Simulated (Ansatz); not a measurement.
KScS₂O₈:
```yaml
crystal:
  lattice:
    - [4.24270, 2.64809, 0.00000]
    - [-4.24270, 2.64809, 0.00000]
    - [-0.55672, 0.00000, 7.90390]
  atoms:
    - { symbol: K, position: [0.00000, 0.00000, 0.50000] }
    - { symbol: Sc, position: [0.00000, 0.00000, 0.00000] }
    - { symbol: S, position: [0.36647, 0.63353, 0.21269] }
    - { symbol: S, position: [0.63353, 0.36647, 0.78731] }
    - { symbol: O, position: [0.31269, 0.68731, 0.38178] }
    - { symbol: O, position: [0.68731, 0.31269, 0.61822] }
    - { symbol: O, position: [0.69294, 0.76187, 0.18646] }
    - { symbol: O, position: [0.30706, 0.23813, 0.81354] }
    - { symbol: O, position: [0.76187, 0.69294, 0.81354] }
    - { symbol: O, position: [0.23813, 0.30706, 0.18646] }
    - { symbol: O, position: [0.23534, 0.76466, 0.07909] }
    - { symbol: O, position: [0.76466, 0.23534, 0.92091] }
```

Relaxed with r²SCAN. Special points in fractions of this cell's reciprocal vectors: Γ (0.000, 0.000, 0.000); C (0.348, 0.348, 0.000); C2 (-0.348, 0.652, 0.000); Y2 (-0.500, 0.500, 0.000); M2 (-0.500, 0.500, 0.500); D (-0.341, 0.659, 0.500); D2 (0.341, 0.341, 0.500); A (0.000, 0.000, 0.500); L2 (0.000, 0.500, 0.500); V2 (0.000, 0.500, 0.000).

**Question.** List the band energies nearest the valence-band maximum at these points for r²SCAN in the plane-wave PAW code Ansatz.

**Answer.** In eV from the valence-band maximum; about four levels below and three above (degenerate sets whole), none deeper than 8.9 eV; points with the same levels are listed once.

```
k                           below           above
--  -----------------------------  --------------
Γ         -0.38 -0.34 -0.13 -0.07  5.02 5.26 5.41
C         -0.60 -0.46 -0.27 -0.14  5.19 5.46 5.49
Y2        -0.54 -0.33 -0.18 -0.01  4.99 5.19 5.61
M2  -0.54 -0.54 -0.30 -0.20 -0.12  4.99 5.18 5.61
D         -0.49 -0.38 -0.37 -0.26  5.21 5.49 5.49
A          -0.42 -0.41 -0.14 0.00  5.05 5.26 5.42
L2        -0.55 -0.43 -0.32 -0.25  5.31 5.37 5.62
V2        -0.55 -0.41 -0.35 -0.22  5.30 5.36 5.61
```

Space group C2/m. The workflow started from a Materials Project entry (that database holds measured and hypothetical structures alike); the Crystallography Open Database copy checked does not list it. Whether it is the stable phase at ambient conditions was not checked. The cell was relaxed with r²SCAN under the symmetry of its start; whether a distortion lowers the energy is not shown. The run is not spin-polarised.

Potentials: the later of the program's two PAW sets.
